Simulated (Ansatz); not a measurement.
Theory: Ansatz 0.2.0, DFT, r2SCAN, plane waves (500 eV) with PAW, scalar-relativistic. (PAW data from PBE, frozen cores regenerated.)

An element in the omega (AlB2-type) structure gives this curve. The cell is scaled uniformly from the relaxed one, with fractional coordinates and shape fixed. Energies are extrapolated to zero smearing, pressures are those at the given smearing. Magnetic state: spin not included.

```csv
V (Å³/atom),E − E₀ (meV/atom),P (GPa)
16.540,75.5,12.04
17.292,31.1,7.16
18.044,7.2,3.23
18.796,0.0,0.07
19.547,6.1,-2.47
20.299,23.0,-4.50
21.051,48.5,-6.13
```

(1) Which element is it?
A. aluminium
B. silver
C. germanium
D. lithium

Results:

(1) C. Its fit is V₀ = 18.80 Å³/atom, B₀ = 71 GPa, B₀′ = 4.4.
